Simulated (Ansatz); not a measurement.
Relaxed-ion elastic tensor of BaHfO₃ (cubic perovskite, Pm-3m) in GPa (Voigt order), PBEsol in the plane-wave PAW code Ansatz; density 8.41 g/cm³, 14.37 Å³ per atom.

```json
[
 {"": "1", "1": "343", "2": "82.5", "3": "82.5", "4": "0.0", "5": "0.0", "6": "0.0"},
 {"": "2", "1": "82.5", "2": "343", "3": "82.5", "4": "0.0", "5": "0.0", "6": "0.0"},
 {"": "3", "1": "82.5", "2": "82.5", "3": "343", "4": "0.0", "5": "0.0", "6": "0.0"},
 {"": "4", "1": "0.0", "2": "0.0", "3": "0.0", "4": "92.3", "5": "0.0", "6": "0.0"},
 {"": "5", "1": "0.0", "2": "0.0", "3": "0.0", "4": "0.0", "5": "92.3", "6": "0.0"},
 {"": "6", "1": "0.0", "2": "0.0", "3": "0.0", "4": "0.0", "5": "0.0", "6": "92.3"}
]
```

### Question
Is the crystal mechanically stable?

### Answer
Yes: the smallest eigenvalue of C is 92.3 GPa.

### Question
Work out the Voigt, Reuss and Hill averages.

### Answer
K_V = 169, K_R = 169, K_H = 169; G_V = 107, G_R = 104, G_H = 106 GPa.

### Question
Give Young's modulus, Poisson's ratio, Pugh's ratio and the universal anisotropy index.

### Answer
E = 9KG/(3K + G) = 263 GPa; ν = 0.24; K/G = 1.60 (brittle by the Pugh limit of 1.75); A_U = 5G_V/G_R + K_V/K_R − 6 = 0.14.

### Question
Estimate the sound speeds and the Debye temperature.

### Answer
v_l = √((K + 4G/3)/ρ) = 6080 m/s, v_t = √(G/ρ) = 3550 m/s, mean 3940 m/s; Θ = (h/k)(3n/4πV)^(1/3) v_m = 482 K.

### Question
Give the Zener ratio and Young's modulus along [100], [110] and [111].

### Answer
A = 2C44/(C11 − C12) = 0.71; 1/E = S11 − 2(S11 − S12 − S44/2)Γ with Γ = 0, 1/4, 1/3 gives 311, 250, 234 GPa.

### Question
Solve the Christoffel equation for the three sound speeds along [100], [110], [111].

### Answer
Eigenvalues of C_ijkl n_j n_l equal ρv². In km/s, slowest first: [100] 3.31, 3.31, 6.38; [110] 3.31, 3.93, 6.02; [111] 3.74, 3.74, 5.90.

The PBEsol relaxation kept the symmetry of its start. No spin polarisation was allowed. Scalar-relativistic: spin–orbit coupling is off unless named, which matters more the heavier the elements.

Potentials: the later of the program's two PAW sets.
